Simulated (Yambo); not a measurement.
G0W0@PBEsol for Ba$_{2}$ScTaO$_{6}$ (space group Fm-3m, No. 225) in Yambo. Reference settings: 2×2×2 Γ-centred k mesh, bands 3 to 220 and a 7 Ry block in the screening, 220 bands in G with the Bruneval-Gonze terminator, plasmon pole fitted at 27.2 eV. The PBEsol gap Γ → Γ on this mesh is 3.03 eV; G0W0 gaps are taken between the same points.

With and without the terminator, as bands are cut:

```
bands in G (in W)  gap, terminator (eV)  gap, none (eV)  valence shift, terminator (eV)  valence shift, none (eV)
-----------------  --------------------  --------------  ------------------------------  ------------------------
94 (220)                          4.851           4.954                          -0.421                     0.301
148 (220)                         4.823           4.886                          -0.459                    -0.050
220 (220)                         4.814           4.852                          -0.473                    -0.238
```

Over this range the gap spans 0.037 eV with the terminator and 0.102 eV without, the valence shift 0.052 eV and 0.539 eV. Neither column has reached its limit for certain.

Spin-orbit coupling is not included.

Geometry of the Materials Project entry, not relaxed at this level; primitive cell a = b = c = 5.8795 Å, α = β = γ = 60.00°.

The structure is a Materials Project entry; no match was found in the copy of COD used, and its stability was not checked.

A shift is the quasiparticle energy of the state minus its PBEsol energy.
